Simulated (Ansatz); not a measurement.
Values for one crystal, relaxed and computed with plane-wave PAW PBEsol (Ansatz code); other levels are named.

- Volume per atom = 11.08 Å³
- Electronic character = metallic (no gap)
- Bulk modulus (Birch–Murnaghan fit) = 290 GPa
- Young's modulus = 380 GPa
- Hill bulk and shear moduli = 294 and 148 GPa
- Poisson's ratio = 0.28
- Mechanical stability = stable (all eigenvalues of C positive)

Q: Pick the material that matches.
A) MoPt, Pmma (Mo on 2e, Pt on 2f)
B) Co3Mo, P6_3/mmc (Co on 6h, Mo on 2c)
C) AlCo, rock salt
D) MgZn2, P6_3/mmc (Mg on 4f, Zn on 2a, Zn on 6h)

A: B, Co3Mo, P6_3/mmc (Co on 6h, Mo on 2c)

The first step of the workflow began from a Materials Project structure, measured or hypothetical; the Crystallography Open Database files this formula in space group No. 194, but the cells were not matched. Whether it is the stable phase at ambient conditions was not checked. Symmetry was held in the PBEsol relaxation, as lowered by the spin order; its stability against distortions is not shown here. Spin order of the final state: ferrimagnetic, the only order run, not a proven ground state. As this level gives no gap, shear constants depend on the k-mesh and smearing (Fermi–Dirac, 0.1 eV here). Scalar-relativistic: spin–orbit coupling is off unless named, which matters more the heavier the elements.

Potentials: the later of the program's two PAW sets.
